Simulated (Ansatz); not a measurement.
With DFT-PBEsol in the program Ansatz with PAW potentials, BP in the hexagonal phase (P6_422; B on 3c, P on 3d) relaxes to a = 3.260 Å, c = 6.940 Å. Its formation energy from the elements is 0.012 eV/atom, with no fitted shifts.

Electronic character: no gap, with almost no states at the Fermi level (zero-gap or semimetallic). HSE06 on the same cell gives 0.54 eV (a hybrid on a coarse mesh can open a false gap in a semimetal).

The bulk modulus is 181 GPa. The highest mode at Γ lies at 96.0 meV.

The start of the workflow was typed in or built on a structure type; neither database checked (COD, Materials Project) lists it. It is not the phase usual at ambient conditions (space group No. 216). The PBEsol relaxation kept the symmetry of its start; whether a distortion lowers the energy is not shown. The references are the lowest solids computed at this level, not always the standard phases.

Potentials: the earlier of the program's two PAW sets. The files were generated under PBE; for other functionals the program regenerates the frozen cores, and for LDA and PBEsol the local potential too.
